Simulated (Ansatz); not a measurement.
Task: Each is relaxed and computed with PBEsol (plane waves, PAW; program Ansatz). Which is the only metal?
A. Al2GaN3, Cm (Pearson symbol mS24)
B. AlCo3B, anti-perovskite
C. AlBN2, chalcopyrite
D. AlBO3, R-3c (Al on 6b, B on 6a, O on 18e)

Result: B, AlCo3B, anti-perovskite. AlCo3B: metal; AlBN2: gap 2.69 eV (direct); AlBO3: gap 5.80 eV (indirect); Al2GaN3: gap 3.26 eV (direct). Spin orders computed, not proven ground states: AlCo3B, anti-perovskite ferromagnetic. Typed or built starts, not in the databases checked: AlCo3B, anti-perovskite; AlBN2, chalcopyrite. Standing as an ambient phase not checked: AlBO3, R-3c (Al on 6b, B on 6a, O on 18e); Al2GaN3, Cm (Pearson symbol mS24). Perhaps ordered models of mixed-site phases: Al2GaN3, Cm (Pearson symbol mS24). All cells were relaxed under the symmetry of their starts (and spin orders); stability against distortions was not tested throughout. Spin–orbit coupling is left out wherever it is not named.

Potentials: the later of the program's two PAW sets.
